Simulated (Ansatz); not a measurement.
## YHg: do energies and stresses tell the same story?

All numbers below come from DFT PBEsol, scalar-relativistic, plane waves, PAW (Ansatz 0.2.0).

Cutoff 420 eV; k points 12×12×12 on the computed 2-atom cell (Γ-centred); Gaussian smearing, width 0.10 eV; no spin polarisation.

Relaxed cell: Pm-3m, a = 3.666 Å, b = 3.666 Å, c = 3.666 Å, α = 90.00°, β = 90.00°, γ = 90.00°, 2 atoms in the primitive cell. Whether it is the stable form of this composition wasn't checked.

Energies at zero smearing and pressures from the stress tensor, at volumes with shape and atoms relaxed:
| V (Å³/atom) | E − E(first) (meV/atom) | P (GPa) |
| --- | --- | --- |
| 21.677 | 0.00 | 12.45 |
| 22.416 | -48.10 | 8.55 |
| 23.155 | -79.69 | 5.23 |
| 23.894 | -97.19 | 2.40 |
| 24.633 | -102.63 | -0.01 |
| 25.372 | -97.77 | -2.06 |
| 26.111 | -84.14 | -3.80 |
| 27.097 | -54.65 | -5.71 |

**Question.** Check P = −dE/dV between neighbouring volumes, and get the bulk modulus from the pressures alone.

**Answer.** With 1 eV/Å³ = 160.2 GPa:
| middle V (Å³/atom) | −ΔE/ΔV (GPa) | mean P (GPa) |
| --- | --- | --- |
| 22.047 | 10.427 | 10.498 |
| 22.786 | 6.849 | 6.890 |
| 23.525 | 3.796 | 3.816 |
| 24.264 | 1.180 | 1.196 |
| 25.003 | -1.055 | -1.036 |
| 25.742 | -2.955 | -2.932 |
| 26.604 | -4.795 | -4.755 |

The two differ by 0.07 GPa at most. The mean of two end pressures misses the average over a step by about ΔV² P″/12, up to 0.05 GPa here; with that taken off 0.02 GPa remains. Around V = 24.633 Å³/atom, the two neighbours give B = −V ΔP/ΔV = 24.633 × 4.46 / 1.478 = 74.4 GPa, against B0 = 73.9 GPa from the Birch–Murnaghan fit of the energies.

Spin–orbit coupling is left out, which can shift energies with elements as heavy as these.